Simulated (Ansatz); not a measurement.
## How far is PAW off for Cu?

```
Cu
1.0
     0.01808    1.81654    1.81654
     1.81654    0.01808    1.81654
     1.81654    1.81654    0.01808
Cu
1
Cartesian
  0.0000 0.0000 0.0000
```

The geometry is COD entry 5000216, unchecked; take it as a test cell. The listed cell was then made from it by scaling, straining or moving an atom.

Levels of theory: DFT, PBEsol, PAW with Ansatz's default frozen-core files, scalar-relativistic (Ansatz 0.2.0); DFT, PBEsol, all-electron LAPW, scalar-relativistic (Ansatz 0.2.0).

For PAW: a Γ-centred 19×19×19 k mesh, Fermi–Dirac smearing of 0.08 eV, cutoff 420 eV, no spin polarisation; the PAW files were made with PBE, and the program remakes their frozen cores for this functional. LAPW targets a basis error of 0.25 meV/atom. The Ansatz runs share mesh, smearing and spin set-up. Plane-wave (PAW) pressures include the program's estimate of the Pulay term.

Stress and pressure are positive in compression.

The change that made this cell: equal xy, yz and zx engineering shear strains of +1 %.

PAW results:

```
       quantity    PAW
 pressure (GPa)  -6.49
stress yz (GPa)  -0.72
stress xz (GPa)  -0.72
stress xy (GPa)  -0.72
```

(1) What does LAPW (all electrons) give for the same quantities?

## Answers

(1) 
```tsv
quantity	LAPW
pressure (GPa)	-6.49
stress yz (GPa)	-0.72
stress xz (GPa)	-0.72
stress xy (GPa)	-0.72
```
